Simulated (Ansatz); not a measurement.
Al$_{2}$ZnS$_{4}$ (spinel, Fd-3m), DFT-PBE in the program Ansatz with PAW potentials, all energies at zero smearing, with the estimated change up to a 700 eV cutoff added, with one set of potentials and settings (totals compare only within such a set). Cell of 14 atoms (4 Al, 2 Zn, 8 S): -16018.963 eV.

| element | reference phase | E (eV/atom) |
|---|---|---|
| Al | Fm-3m, 1 atoms in the cell | -537.5049 |
| Zn | C2/m, 3 atoms in the cell | -3319.0295 |
| S | Fddd, 32 atoms in the cell | -902.0599 |

Formation energy per atom, worked out: (-16018.963 − 4×(-537.5049) − 2×(-3319.0295) − 8×(-902.0599))/14 = -1.029 eV/atom (-99 kJ per mol of atoms), at 0 K, without zero-point energy or fitted corrections.

The workflow started from a Materials Project entry (that database holds measured and hypothetical structures alike); the Crystallography Open Database files this formula in space group No. 227, but the cells were not matched. Its standing as an ambient phase is unchecked. The cell was relaxed with PBE under the symmetry of its start; its stability against distortions is not shown here. The references are the lowest solids computed at this level, not always the standard phases.

Potentials: the later of the program's two PAW sets.
